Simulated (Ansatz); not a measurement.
NbSiAs:
```cif
data_As2Nb2Si2
_chemical_formula_sum 'As2 Si2 Nb2'
_space_group_name_H-M_alt 'P 1'
_space_group_IT_number 1
_cell_length_a 3.50295
_cell_length_b 3.50295
_cell_length_c 7.92120
_cell_angle_alpha 90.000
_cell_angle_beta 90.000
_cell_angle_gamma 90.000
loop_
_space_group_symop_operation_xyz
  'x, y, z'
loop_
_atom_site_label
_atom_site_type_symbol
_atom_site_fract_x
_atom_site_fract_y
_atom_site_fract_z
_atom_site_occupancy
As1 As 0.50000 0.00000 0.61330 1
As2 As 0.00000 0.50000 0.38670 1
Si1 Si 0.00000 0.00000 0.00000 1
Si2 Si 0.50000 0.50000 0.00000 1
Nb1 Nb 0.50000 0.00000 0.25423 1
Nb2 Nb 0.00000 0.50000 0.74577 1
```

Relaxed with r²SCAN.

**Question.** Tabulate the valence density and the electron localisation function along the shortest As–Nb contact (2.69 Å), r²SCAN in the plane-wave PAW code Ansatz.

**Answer.** 

| distance from As (Å) | density (e/Å³) | ELF |
|---|---|---|
| 0.27 | 20.20 | 0.16 |
| 0.40 | 10.81 | 0.24 |
| 0.54 | 4.78 | 0.41 |
| 0.67 | 1.99 | 0.57 |
| 0.81 | 0.98 | 0.66 |
| 0.94 | 0.65 | 0.70 |
| 1.08 | 0.51 | 0.70 |
| 1.21 | 0.42 | 0.63 |
| 1.35 | 0.38 | 0.46 |
| 1.48 | 0.40 | 0.30 |
| 1.61 | 0.52 | 0.28 |
| 1.75 | 0.87 | 0.44 |
| 1.88 | 1.61 | 0.66 |
| 2.02 | 2.79 | 0.77 |
| 2.15 | 4.14 | 0.78 |
| 2.29 | 5.04 | 0.68 |
| 2.42 | 5.04 | 0.42 |

The density is the valence pseudo-density with augmentation charge, so density and ELF within about 1 Å of a nucleus are not all-electron values.

Space group P4/nmm. The workflow started from an entry of the Crystallography Open Database (COD). Its standing as an ambient phase is unchecked. The cell was relaxed with r²SCAN under the symmetry of its start; whether a distortion lowers the energy is not shown. The run is not spin-polarised.

Potentials: the later of the program's two PAW sets.
